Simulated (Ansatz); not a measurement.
CeSi2 in Ansatz, settings compared

The command:

```bash
ansatz run input.yaml --threads 1 --pin off --max-ram 2560MiB --backend cpu --events-out ev --progress --plain --runs-dir out
```

Input:

```yaml
crystal:
  lattice:
    - [0.0, 4.179318, 0.0]
    - [4.179318, 0.0, 0.0]
    - [2.089659, 2.089659, -6.892672]
  atoms:
    - { symbol: Si, position: [0.416, 0.416, 0.168] }
    - { symbol: Si, position: [0.166, 0.666, 0.668] }
    - { symbol: Si, position: [0.334, 0.834, 0.332] }
    - { symbol: Si, position: [0.584, 0.584, 0.832] }
    - { symbol: Ce, position: [0.0, 0.0, 0.0] }
    - { symbol: Ce, position: [0.75, 0.25, 0.5] }
  symmetry: { tolerance: 0.0003 }
kpoints:
  mp_grid: { grid: [5, 5, 5], shift: [0, 0, 0] }
magnetization:
  spin_polarized: false
scf:
  occupations: { method: fermi_dirac }
hamiltonian:
  pseudopotentials: { kind: paw }
  xc: r2scan
basis:
  ecutwfc: 500
output:
  forces: true
  stress: true
  eigenvalues: true
```

Origin of the cell: a known structure type with other elements, at an estimated volume, so it need not be a known compound.

The smearing width isn't typed, so it takes its default of 0.1 eV.

Output of this run (shortened):

```
SCF iter   1: F=—  HF=-15746.214833 eV  Δρ=1.31e-1  dr2=1.14e1  dr2_τ=1.24e-1  defer=6
SCF iter   2: F=—  HF=-15740.364530 eV  Δρ=6.45e-2  dr2=2.28e0  dr2_τ=3.87e-1  defer=59
SCF iter   3: F=—  HF=-15740.319205 eV  Δρ=1.00e-2  dr2=5.36e-2  dr2_τ=1.73e-2  defer=20
SCF iter   4: F=—  HF=-15740.004980 eV  Δρ=4.41e-3  dr2=2.19e-2  dr2_τ=1.75e-4  defer=2
SCF iter   5: F=—  HF=-15739.783198 eV  Δρ=2.19e-3  dr2=6.90e-3  dr2_τ=7.79e-5  defer=2
[… 3 lines left out …]
SCF iter   9: F=—  HF=-15739.700580 eV  Δρ=1.76e-4  dr2=4.04e-5  dr2_τ=6.68e-6  defer=1
SCF iter  10: F=—  HF=-15739.700271 eV  Δρ=3.40e-5  dr2=1.36e-6  dr2_τ=6.60e-8  defer=1
SCF iter  11: F=—  HF=-15739.700262 eV  Δρ=5.25e-6  dr2=4.50e-8  dr2_τ=4.88e-10  defer=1
SCF iter  12: F=—  HF=-15739.700262 eV  Δρ=1.20e-6  dr2=2.69e-9  dr2_τ=7.63e-11  defer=1
SCF iter  13: F=-15739.700262 eV  HF=-15739.700262 eV  Δρ=2.52e-6  dr2=9.30e-9  dr2_τ=1.21e-11
SCF 1 converged in 13 iterations: F = -15739.700262 eV  dr2 = 9.30e-9
SCF converged after 13 iterations
Free energy (F): -15739.700262 eV
Harris-Foulkes:  -15739.700262 eV  (|F-HF|=8.68e-9)
Internal energy: -15739.387060 eV  (E = F + TS)
E sigma→0 (E₀):  -15739.543661 eV
Entropy (-TS):   -0.313202 eV (-52.200 meV/atom)
Fermi energy:    12.190186 eV
--- Per-component energies (eV) ---
  E_band       = 14.419521
  E_kinetic    = 915.999360
  E_local      = -832.580375  (includes V_loc(G=0)·N_el)
  E_nonlocal   = 1.677367
  E_hartree    = 284.472749
  E_xc         = -651.180927
  E_vxc        = -763.673668  (∫ρ·V_xc dr)
  E_paw        = -13066.501740  (= ΣΔE_a)
  E_vpaw       = 86.394457  (= ΣTr[D̂ρ^β])
  E_aug_tail   = 0.000017  (compensation charges beyond the density's cutoff)
  E_vtau       = 37.654206  (kinetic-family band-sum trace: ∫τ·v_τ [+ j·A + Jᵃ·Aᵃ] dr)
  E_ewald      = -2391.132532
  E_core_change = -0.140979  (= ΣΔE_core)
  E_smearing   = -0.313202  (= −TS)
  Σ components = -15739.700262   (vs F -15739.700262, Δ=0.00e0)
--- Forces (eV/Å), atoms counted from 1 ---
  atom   1  Si     0.000000     0.000000    -0.112399
  atom   2  Si    -0.000000     0.000000    -0.112399
  atom   3  Si    -0.000000     0.000000     0.112399
  atom   4  Si     0.000000     0.000000     0.112399
  atom   5  Ce    -0.000000     0.000000    -0.000000
  atom   6  Ce     0.000000     0.000000     0.000000
  max |Σ_I F_I| component: 1.39e-17 eV/Å
--- Stress (GPa, compression-positive) ---
       -1.945869      -0.000000       0.000000
       -0.000000      -1.945869       0.000000
        0.000000       0.000000       1.655812
  P = ⅓ Tr σ = -0.7453 GPa (-7.453 kbar)
```

The same input was run again with these changes:

1. `scf.algorithm` default → direct_min; `crystal.symmetry` { tolerance: 0.0003 } → { detect: false }
2. `scf.occupations.method` fermi_dirac → tetrahedron
3. `basis.ecutwfc` 500 → "22.0 Ry"; `scf.occupations.method` fermi_dirac → methfessel_paxton; `scf.occupations.width` default → 0.3

```
 run        end  SCF iterations  P (GPa)  max force component (eV/Å)  moment (μB)  ΔE(σ→0) (meV/atom)
base  converged              13    -0.75                       0.112            –                   0
   1  converged              10    -0.74                       0.112            –                0.00
   2  converged              15    -1.08                       0.144            –               -1.48
   3  converged              20    -1.42                       0.132            –               26.61
```

Energies are compared only where functional, datasets, charge and starting cell are the same.

Not properties of the system: run 3 (too coarse or loose: `basis.ecutwfc` = "22.0 Ry", `scf.occupations.width` = 0.3).

Caveats of the base run: f shells without a U or exact exchange are poorly placed; no spin polarisation, so a magnetic state may lie lower; no spin-orbit coupling, though heavy elements are present; the k mesh is coarse if the cell is a metal.

Run 2: forces and stress under tetrahedra may miss the slope of the energy.
Run 3: the cutoff lies below the datasets' advice; wide smearing.

Time of the base run: 36 s of wall time on 1 CPU thread(s) of a shared host, from the program's own first density.
